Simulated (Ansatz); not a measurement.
## SiB6 — electric field gradients

The cell is a COD entry whose atoms were relaxed with PBE, the cell held.

Space group Pm-3m (No. 221); a = 4.1300 Å.

| site | Wyckoff | site symmetry | x | y | z |
| --- | --- | --- | --- | --- | --- |
| Si | 1a | m-3m | 0.0000 | 0.0000 | 0.0000 |
| B | 6f | 4m.m | 0.2002 | 0.5000 | 0.5000 |

One atom of each set is listed.

Level of theory: DFT, r2SCAN, plane waves and PAW, scalar-relativistic, 500 eV cutoff, Γ-centred 7×7×7 k-points, Fermi–Dirac smearing 0.05 eV (Ansatz 0.2.0).

C_Q = eQV_zz/h, which is 24.18 MHz for Q = 1 b and V_zz = 10²¹ V/m²; η = (V_xx − V_yy)/V_zz.

¹¹B: I = 3/2, Q = 40.59 mb. Q values from Pyykkö, Mol. Phys. 116, 1328 (2018).

```json
{"site": "Si", "atoms": "1", "first shell": "24 B at 3.04 Å", "V_zz (10²¹ V/m²)": "0.00", "η": "–", "C_Q (MHz)": "–"}
{"site": "B", "atoms": "6", "first shell": "5 B at 1.65–1.75 Å", "V_zz (10²¹ V/m²)": "-1.64", "η": "0.00", "C_Q (MHz)": "-1.61"}
```

An axis of threefold or higher order runs through B, so V_zz lies along it and η is zero. Si sits on a cubic site, where every gradient vanishes.

Si has no stable isotope with a ground-state quadrupole moment in the table, so no C_Q is given.

With a gap of 0.15 eV under a smearing of 0.05 eV the band edges are partly filled, so small gradients can hang on the smearing and the k-mesh.

Hardware: 1 thread of Arm Neoverse V1 (aarch64; 28 cores open to the job, memory cap 3.0 GiB, no GPU), a shared host with a load of 0.9 a core. Wall time 7.2 s, CPU time 7.2 s, peak memory 0.47 GiB.
